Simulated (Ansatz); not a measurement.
Total density of states per atom from PBEsol in the plane-wave PAW code Ansatz, in 0.25 eV bins, energy from the Fermi level:

```
E (eV) | states/eV/atom
    -7.85 | ############ 0.25
    -7.60 | ############ 0.26
    -7.35 | ############ 0.26
    -7.10 | ########### 0.24
    -6.85 | ############ 0.26
    -6.60 | ############# 0.27
    -6.35 | ############## 0.29
    -6.10 | ################ 0.33
    -5.85 | ################ 0.34
    -5.60 | ############ 0.26
    -5.35 | ############ 0.26
    -5.10 | ################ 0.34
    -4.85 | ################# 0.35
    -4.60 | ################## 0.38
    -4.35 | ################## 0.38
    -4.10 | ################# 0.37
    -3.85 | ############### 0.32
    -3.60 | ############# 0.28
    -3.35 | ############ 0.26
    -3.10 | ############ 0.25
    -2.85 | ################ 0.34
    -2.60 | ################### 0.41
    -2.35 | ################## 0.38
    -2.10 | ################## 0.38
    -1.85 | ################## 0.39
    -1.60 | #################### 0.43
    -1.35 | ########################## 0.54
    -1.10 | ############################## 0.62
    -0.85 | ############################ 0.59
    -0.60 | ####################### 0.49
    -0.35 | ##################### 0.45
    -0.10 | ############# 0.27
     0.15 | ####### 0.15
     0.40 | ################ 0.35
     0.65 | ##################### 0.44
     0.90 | ############################## 0.63
     1.15 | ############################# 0.61
     1.40 | ######################### 0.54
     1.65 | ##################### 0.44
     1.90 | ##################### 0.44
     2.15 | ####################### 0.49
     2.40 | ########################## 0.55
     2.65 | ############################ 0.60
     2.90 | ######################## 0.50
     3.15 | ########################## 0.54
     3.40 | ############################ 0.59
```

Problem. Which compound is it?
A. In, Cmce (In on 8f)
B. InP, P3_221 (In on 3a, P on 3b)
C. ZnIn2O4, I-4 (In on 2b, In on 2d, Zn on 2a, O on 8g)
D. In2Au, cubic Laves (MgCu2 type)

Solution. A, In, Cmce (In on 8f). Within 0.5 eV of the Fermi level: In 5p 81 %, In 5s 17 %. Projections are on Löwdin-orthogonalised atomic valence shells; empty p or d shells of many metals are not among them.

The start of the workflow was typed in or built on a structure type; neither database checked (COD, Materials Project) lists it. It is not the phase usual at ambient conditions (space group No. 139). The PBEsol relaxation kept the symmetry of its start; its stability against distortions is not shown here. Scalar-relativistic: spin–orbit coupling is off unless named, which matters more the heavier the elements.

Potentials: the earlier of the program's two PAW sets. The files were generated under PBE; for other functionals the program regenerates the frozen cores, and for LDA and PBEsol the local potential too.
